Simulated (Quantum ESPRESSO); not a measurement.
Sn2Ta4CuRe, input and log of a self-consistent run

A calculation, not a measurement. The program is pw.x of Quantum ESPRESSO 7.5 (plane-wave density functional theory). The cell is made up: eight metal atoms on a face-centred cubic lattice, with elements, volume, strain and displacements drawn at random and not relaxed, so it may be unstable or far from any real phase. PseudoDojo standard norm-conserving files set the functional (PBE unless stated); there is no spin polarisation or spin-orbit coupling, the Fermi-Dirac width of 0.25 eV means electrons at about 2900 K, and the masses in the input are unused placeholders. The copper pseudopotential is less sure than most, with forces differing by about three percent and pressure by about two GPa from a second method on plain copper. The tin pseudopotential is less sure than most, with forces differing by about three percent from a second method on plain tin. Heavy elements are run without spin-orbit coupling, which real alloys of them have. A spin test at this wide smearing found no moment, but such smearing suppresses magnetism that the real alloy may have.

Input:

```
&control calculation='scf', pseudo_dir='./dojo.nc.sr.pbe.v0_5.standard.upf', outdir='./o', disk_io='minimal', tprnfor=.true., tstress=.true. /
&system ibrav=0, nat=8, ntyp=4, nbnd=71, ecutwfc=92.02030273, nosym=.true., tot_charge=0,
 occupations='smearing', smearing='fd', degauss=0.0183746611
/
&electrons conv_thr=1.470e-08, electron_maxstep=70, mixing_beta=0.5 /
ATOMIC_SPECIES
Cu 1.0 Cu.upf
Re 1.0 Re.upf
Sn 1.0 Sn.upf
Ta 1.0 Ta.upf
CELL_PARAMETERS angstrom
-0.0391 -2.1272 -2.1417
0.0472 4.1937 -4.2227
8.3666 0.1253 0.031
ATOMIC_POSITIONS angstrom
Sn -0.1006 -0.0753 -0.0029
Sn 4.2687 -0.0064 -0.0386
Ta 0.045 2.0186 -2.1526
Ta 4.2031 2.1403 -2.1083
Cu 2.01 -0.0305 -2.0944
Ta 6.21 0.1696 -2.1266
Re 2.0875 2.0616 -4.3915
Ta 6.2505 2.2624 -4.3307
K_POINTS automatic
8 4 3 1 1 1
```

The log is shortened where brackets say so; the opening notice, blank lines, dates and the lines on written files are dropped, and the path of the files is cut. It prints rydbergs, bohrs and kilobars, and counts compression as positive stress. Its total energy is the free energy E - TS of the whole cell.

```
     Program PWSCF v.7.5
     Parallel version (MPI & OpenMP), running on       4 processor cores
     Number of MPI processes:                 4
     Threads/MPI process:                     1
     [start-up lines left out]
     bravais-lattice index     =            0
     lattice parameter (alat)  =       5.7048  a.u.
     unit-cell volume          =    1014.0300 (a.u.)^3
     number of atoms/cell      =            8
     number of atomic types    =            4
     number of electrons       =       114.00
     number of Kohn-Sham states=           71
     kinetic-energy cutoff     =      92.0203  Ry
     charge density cutoff     =     368.0812  Ry
     scf convergence threshold =      1.5E-08
     mixing beta               =       0.5000
     number of iterations used =            8  plain     mixing
     Exchange-correlation= PBE
                           (   1   4   3   4   0   0   0)
     [axes and pseudopotential details left out]
   Cartesian axes
     site n.     atom                  positions (alat units)
         1        Sn     tau(   1) = (  -0.0333241  -0.0249434  -0.0009606  )
         2        Sn     tau(   2) = (   1.4140205  -0.0021200  -0.0127864  )
         3        Ta     tau(   3) = (   0.0149064   0.6686677  -0.7130556  )
         4        Ta     tau(   4) = (   1.3922903   0.7089812  -0.6983811  )
         5        Cu     tau(   5) = (   0.6658189  -0.0101032  -0.6937767  )
         6        Ta     tau(   6) = (   2.0570824   0.0561805  -0.7044431  )
         7        Re     tau(   7) = (   0.6914911   0.6829116  -1.4546984  )
         8        Ta     tau(   8) = (   2.0704981   0.7494272  -1.4345582  )
     number of k points=    48  Fermi-Dirac smearing, width (Ry)=  0.0184
                       cart. coord. in units 2pi/alat
        k(    1) = (   0.0604701  -0.0002585  -0.0889442), wk =   0.0416667
        k(    2) = (  -0.1801332   0.0033068  -0.0880928), wk =   0.0416667
     [further k points left out]
     Dense  grid:   120999 G-vectors     FFT dimensions: (  36,  72, 100)
     Estimated max dynamical RAM per process >     422.88 MB
     Estimated total dynamical RAM >       1.57 GB
     Initial potential from superposition of free atoms
     starting charge     113.9926, renormalised to     114.0000
     Starting wfcs are   78 randomized atomic wfcs
     total cpu time spent up to now is        7.7 secs
     per-process dynamical memory:   329.5 Mb
     Self-consistent Calculation
     iteration #  1     ecut=    92.02 Ry     beta= 0.50
     Davidson diagonalization with overlap
     ethr =  1.00E-02,  avg # of iterations =  2.4
     total cpu time spent up to now is       25.7 secs
     total energy              =   -1373.35232346 Ry
     estimated scf accuracy    <      21.89420516 Ry
     iteration #  2     ecut=    92.02 Ry     beta= 0.50
     Davidson diagonalization with overlap
     ethr =  1.00E-02,  avg # of iterations =  3.1
     total cpu time spent up to now is       45.3 secs
     total energy              =   -1375.20979348 Ry
     estimated scf accuracy    <     180.82749492 Ry
     iteration #  3     ecut=    92.02 Ry     beta= 0.50
     Davidson diagonalization with overlap
     ethr =  1.00E-02,  avg # of iterations =  6.0
     total cpu time spent up to now is       66.6 secs
     total energy              =   -1387.24340150 Ry
     estimated scf accuracy    <      36.50415618 Ry
     iteration #  4     ecut=    92.02 Ry     beta= 0.50
     Davidson diagonalization with overlap
     ethr =  1.00E-02,  avg # of iterations =  3.8
     total cpu time spent up to now is       80.9 secs
     total energy              =   -1389.24327567 Ry
     estimated scf accuracy    <       9.25028250 Ry
     iteration #  5     ecut=    92.02 Ry     beta= 0.50
     Davidson diagonalization with overlap
     ethr =  8.11E-03,  avg # of iterations =  1.0
     total cpu time spent up to now is       92.8 secs
     total energy              =   -1389.20605784 Ry
     estimated scf accuracy    <       3.74607718 Ry
     [iterations 6 to 15 left out]
     iteration # 16     ecut=    92.02 Ry     beta= 0.50
     Davidson diagonalization with overlap
     ethr =  8.46E-08,  avg # of iterations =  1.0
     total cpu time spent up to now is      250.0 secs
     total energy              =   -1388.69464120 Ry
     estimated scf accuracy    <       0.00001645 Ry
     iteration # 17     ecut=    92.02 Ry     beta= 0.50
     Davidson diagonalization with overlap
     ethr =  1.44E-08,  avg # of iterations =  2.0
     total cpu time spent up to now is      263.2 secs
     total energy              =   -1388.69464225 Ry
     estimated scf accuracy    <       0.00000195 Ry
     iteration # 18     ecut=    92.02 Ry     beta= 0.50
     Davidson diagonalization with overlap
     ethr =  1.71E-09,  avg # of iterations =  2.2
     total cpu time spent up to now is      276.6 secs
     total energy              =   -1388.69464243 Ry
     estimated scf accuracy    <       0.00000015 Ry
     iteration # 19     ecut=    92.02 Ry     beta= 0.50
     Davidson diagonalization with overlap
     ethr =  1.35E-10,  avg # of iterations =  4.3
     total cpu time spent up to now is      291.8 secs
     total energy              =   -1388.69464245 Ry
     estimated scf accuracy    <       0.00000003 Ry
     iteration # 20     ecut=    92.02 Ry     beta= 0.50
     Davidson diagonalization with overlap
     ethr =  2.29E-11,  avg # of iterations =  2.6
     total cpu time spent up to now is      305.3 secs
     End of self-consistent calculation
     [lines on levels left out]
!    total energy              =   -1388.69464245 Ry
     estimated scf accuracy    <          2.9E-09 Ry
     smearing contrib. (-TS)   =      -0.11153488 Ry
     internal energy E=F+TS    =   -1388.58310758 Ry
     The total energy is F=E-TS. E is the sum of the following terms:
     one-electron contribution =    -455.52466481 Ry
     hartree contribution      =     291.40617471 Ry
     xc contribution           =    -287.71452093 Ry
     ewald contribution        =    -936.75009654 Ry
     convergence has been achieved in  20 iterations
     Forces acting on atoms (cartesian axes, Ry/au):
     atom    1 type  3   force =     0.05562595    0.01658631   -0.01770115
     atom    2 type  3   force =    -0.09277701    0.03000196   -0.00135399
     atom    3 type  4   force =     0.04445291    0.02988390   -0.01907464
     atom    4 type  4   force =    -0.06706341    0.03097642   -0.02550602
     atom    5 type  1   force =     0.00689292    0.00941244   -0.01787802
     atom    6 type  4   force =     0.02194447    0.00367978   -0.01621603
     atom    7 type  2   force =     0.00510519   -0.04599531    0.04324746
     atom    8 type  4   force =     0.02581898   -0.07454550    0.05448240
     Total force =     0.192225     Total SCF correction =     0.000242
     Computing stress (Cartesian axis) and pressure
          total   stress  (Ry/bohr**3)                   (kbar)     P=      -31.19
  -0.00032148  -0.00009386  -0.00001158          -47.29      -13.81       -1.70
  -0.00009386  -0.00013627   0.00001351          -13.81      -20.05        1.99
  -0.00001158   0.00001351  -0.00017842           -1.70        1.99      -26.25
     init_run     :      5.99s CPU      6.25s WALL (       1 calls)
     electrons    :    290.33s CPU    297.69s WALL (       1 calls)
     forces       :      2.88s CPU      2.92s WALL (       1 calls)
     stress       :      9.68s CPU      9.90s WALL (       1 calls)
     [timing details left out]
     PWSCF        :   5m10.29s CPU   5m18.26s WALL
     JOB DONE.
```

In other units: free energy -18894.153 eV for the cell, pressure -3.12 GPa, largest force component 2.385 eV/Å in size. The run took 320 s of wall time with four MPI processes on a shared machine (Intel Xeon, 2023 or later, virtual cores), so the time is rough. A rerun of this cell at a higher cutoff and on a denser mesh moved values by no more than 0.002 eV in energy, 0.03 GPa in stress and 0.005 eV/Å in force, and a second program with other atomic files agreed on that cell to 2 % rms in force and 0.5 GPa in pressure.